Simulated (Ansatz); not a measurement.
**Pressure against volume: TiSb**

```cif
data_structure
_symmetry_space_group_name_H-M 'P 1'
_symmetry_Int_Tables_number 1
_cell_length_a 4.1033
_cell_length_b 4.1033
_cell_length_c 6.2836
_cell_angle_alpha 90.000
_cell_angle_beta 90.000
_cell_angle_gamma 120.000
_cell_volume 91.62
loop_
_atom_site_label
_atom_site_type_symbol
_atom_site_fract_x
_atom_site_fract_y
_atom_site_fract_z
_atom_site_occupancy
Ti1 Ti 0.00000 0.00000 0.00000 1
Ti2 Ti 0.00000 0.00000 0.50000 1
Sb1 Sb 0.33333 0.66667 0.25000 1
Sb2 Sb 0.66667 0.33333 0.75000 1
```

The runs use the primitive cell with vectors (4.103, 0.000, 0.000), (-2.052, 3.554, 0.000), (0.000, 0.000, 6.284) Å, to which the k mesh refers.

The conventional cell has a = 4.103 Å, b = 4.103 Å, c = 6.284 Å, α = 90.00°, β = 90.00°, γ = 120.00°. Ti (atom 1) is surrounded by 6 Sb at 2.84 Å and 2 Ti at 3.14 Å. Around Sb (atom 3) lie 6 Ti at 2.84 Å.

The geometry is COD entry 1531830, unchecked; take it as a test cell.

Spin–orbit coupling is left out, though it moves levels of the heavy atoms by tenths of an eV or more.

Levels of theory: DFT, LDA, all-electron LAPW, scalar-relativistic (Ansatz 0.2.0); DFT, LDA, PAW with Ansatz's default frozen-core files, scalar-relativistic (Ansatz 0.2.0).

For LAPW: a Γ-centred 12×12×7 k mesh, Fermi–Dirac smearing of 0.03 eV, basis error target 1 meV/atom, no spin polarisation. PAW takes a cutoff of 420 eV at this cell (files made with PBE, cores remade for this functional). The Ansatz runs share mesh, smearing and spin set-up. Plane-wave (PAW) pressures include the program's estimate of the Pulay term.

The cell above is scaled evenly, with fractional coordinates and shape held.

| V/V(cell) | V (Å³/atom) | P, LAPW (GPa) | P, PAW (GPa) |
| --- | --- | --- | --- |
| 0.9400 | 21.531 | -3.59 | -3.61 |
| 0.9600 | 21.990 | -5.42 | -5.44 |
| 0.9800 | 22.448 | -7.05 | -7.06 |
| 0.9900 | 22.677 | -7.79 | -7.80 |
| 1.0000 | 22.906 | -8.49 | -8.50 |
| 1.0100 | 23.135 | -9.15 | -9.16 |
| 1.0200 | 23.364 | -9.77 | -9.78 |
| 1.0400 | 23.822 | -10.90 | -10.91 |
| 1.0600 | 24.280 | -11.90 | -11.91 |
